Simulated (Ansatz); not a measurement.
Level of theory: Ansatz, DFT PBE, scalar-relativistic, plane waves, PAW. Settings: cutoff 420 eV, Γ-centred meshes spaced at most about 0.3 Å⁻¹, and about 0.25 Å⁻¹ or finer for metals (2π included), Gaussian smearing. No spin polarisation in the final relaxations.

All energies are static (0 K, no zero-point motion).

Two relaxed structures of AlGa2Sb3:

A.

```cif
data_structure
_symmetry_space_group_name_H-M 'P6/mmm'
_symmetry_Int_Tables_number 191
_cell_length_a 6.2445
_cell_length_b 6.2445
_cell_length_c 5.0027
_cell_angle_alpha 90.000
_cell_angle_beta 90.000
_cell_angle_gamma 120.000
_cell_volume 168.94
loop_
_atom_site_label
_atom_site_type_symbol
_atom_site_symmetry_multiplicity
_atom_site_Wyckoff_symbol
_atom_site_fract_x
_atom_site_fract_y
_atom_site_fract_z
_atom_site_occupancy
Al1 Al 1 a 0.00000 0.00000 0.00000 1
Ga1 Ga 2 c 0.33333 0.66667 0.00000 1
Sb1 Sb 3 g 0.50000 0.00000 0.50000 1
```

B.

```cif
data_structure
_symmetry_space_group_name_H-M 'P4mm'
_symmetry_Int_Tables_number 99
_cell_length_a 4.1346
_cell_length_b 4.1346
_cell_length_c 8.6917
_cell_angle_alpha 90.000
_cell_angle_beta 90.000
_cell_angle_gamma 90.000
_cell_volume 148.58
loop_
_atom_site_label
_atom_site_type_symbol
_atom_site_symmetry_multiplicity
_atom_site_Wyckoff_symbol
_atom_site_fract_x
_atom_site_fract_y
_atom_site_fract_z
_atom_site_occupancy
Al1 Al 1 a 0.00000 0.00000 0.93589 1
Ga1 Ga 2 c 0.50000 0.00000 0.22579 1
Sb1 Sb 1 b 0.50000 0.50000 0.94976 1
Sb2 Sb 1 b 0.50000 0.50000 0.51034 1
Sb3 Sb 1 a 0.00000 0.00000 0.61327 1
```

Question: Which would you expect to be lower, and how large is the difference?

Answer: B is lower, by 256 meV/atom. A has space group P6/mmm (No. 191), 28.2 Å³/atom and no gap on its mesh; B has space group P4mm (No. 99), 24.8 Å³/atom and no gap. Counting Sb atoms around Al and Ga (those within 1.25 times the shortest such distance or 1.15 times the sum of covalent radii, 1.27 where that leaves under three; a plus sign parts nearer from farther groups; the shortest distance is added where it exceeds 1.18 times the sum of covalent radii), A has Al 12 from 4.0 Å, Ga 6 from 3.1 Å and B has Al 5, Ga 4+2 from 3.2 Å. B holds Sb–Sb nets (shortest 3.06 Å); in A the shortest Sb–Sb distance is 3.12 Å, near bonding range too. The denser one is the lower, and pressure would at first widen the difference. Even the lower one lies +0.09 eV/atom against the reference forms of the elements (uncorrected), so neither is stable at this level. In A, around Al lie 6 Ga at 3.61 Å and 12 Sb at 4.00 Å (long against covalent radii, as for large ions); Ga has 6 Sb at 3.08 Å, 3 Al at 3.61 Å and 3 Ga at 3.61 Å; around Sb lie 4 Ga at 3.08 Å, 4 Sb at 3.12 Å and 4 Al at 4.00 Å. In B, Al is surrounded by 5 Sb at 2.80–2.93 Å and 4 Ga at 3.26 Å; around Ga lie 4 Ga at 2.92 Å, 4 Sb at 3.17–3.22 Å, 2 Al at 3.26 Å and 2 Sb at 3.95 Å; around Sb on its first site lie 4 Al at 2.93 Å and 4 Ga at 3.17 Å; 2 more sites not described. Both come from invented guesses.

These runs have no spin–orbit coupling, which can matter for Sb. Cells relaxed within their symmetry can be saddle points.
